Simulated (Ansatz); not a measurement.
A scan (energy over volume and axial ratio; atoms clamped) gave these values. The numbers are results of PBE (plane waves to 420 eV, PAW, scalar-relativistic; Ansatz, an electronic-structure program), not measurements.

| Property | Value |
|---|---|
| Shear modulus C′ = (C11 − C12)/2 (fit, atoms clamped) | 150 GPa |

Problem. Of these crystals, all scanned alike, which one is it?
(A) PbSe (rock salt)
(B) NbN (rock salt)
(C) CdS (zinc blende)
(D) Mo (bcc, W type)

Solution. D, Mo (bcc, W type). The others have, for the shear modulus C′ = (C11 − C12)/2: CdS 10 GPa, PbSe 51 GPa, NbN 259 GPa

All were relaxed with their symmetry unable to fall. Mo is run without spin polarisation. NbN is run without spin polarisation. Spin-orbit coupling is left out. This is a high-temperature form of NbN. With partly filled bands, the response to shear is sensitive to the k mesh, so small differences along c/a are uncertain.

(A scan under strain: stresses follow from slopes of the energy per volume, elastic moduli from its curvatures.)
